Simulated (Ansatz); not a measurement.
The start is a generated trial cell of W in the fcc structure type. The structure is fully relaxed (lattice and positions, P = 0) with PBEsol (plane waves to 420 eV, PAW, scalar-relativistic; Ansatz, a quantum-chemistry and plane-wave program). First-step values are on the input's coarse k-mesh.

Ansatz input (later rounds restart from its end on a renewed k-mesh):
Ansatz 0.2 input:
```yaml
crystal:
  lattice:
    - [0, 1.990675, 1.990675]
    - [1.990675, 0, 1.990675]
    - [1.990675, 1.990675, 0]
  atoms:
    - { symbol: W, position: [0, 0, 0] }
basis: { ecutwfc: 420, ecutrho_ratio: 4, xc_grid: 2, fft_grid_basis: typed }
kpoints: { mp_grid: { grid: [14, 14, 14] } }
hamiltonian:
  xc: pbesol
  dispersion: none
  pseudopotentials: { azcp: { folder: ./paw }, kind: paw }
scf: { occupations: { method: fermi_dirac, width: 0.05 } }
relax: { f_tol: 0.01, max_steps: 100, cell: { stress_tol: 0.02 } }
output: { forces: true, stress: true }
```

Problem. What pressure does the first self-consistent step give?

Solution. +4.1 GPa (positive: the cell is compressed).

Problem. By how much does the energy per atom fall from start to end?

Solution. Under 0.01 eV/atom.

Problem. How do the shortest distances between atoms change?

Solution. The closest pairs of elements (up to four, under 3.6 Å), start → end: W–W 2.82 → 2.83 Å.

Problem. What band gap does the relaxed structure have at this level?

Solution. No gap (metallic).

Problem. Give the final cell and atomic positions.

Solution. 
Space group Fm-3m (No. 225); a = 3.9979 Å, b = 3.9979 Å, c = 3.9979 Å, α = 90.00°, β = 90.00°, γ = 90.00°

```
atom  site  symmetry       x       y       z
----  ----  --------  ------  ------  ------
W       4a      m-3m  0.0000  0.0000  0.0000
```
(The calculation used a cell of 1 atom; values per cell refer to that cell.)

The space group stays Fm-3m (No. 225) (the run could not lower it); the end is fcc (Cu type), with 1 atom in the primitive cell. Final values are on a 20×20×20 k-mesh of the relaxed cell. No spin polarisation in the result.

The run could not lower the symmetry of its start; a shaken copy of this end point relaxes with PBEsol to Im-3m (No. 229), 0.49 eV/atom lower.

The relaxed structure here is a generated cell of W: the first start was made by placing the elements on the sites of a structure type, and the end was not matched to a known phase here, so it may be hypothetical. Known forms of W include space group No. 229.
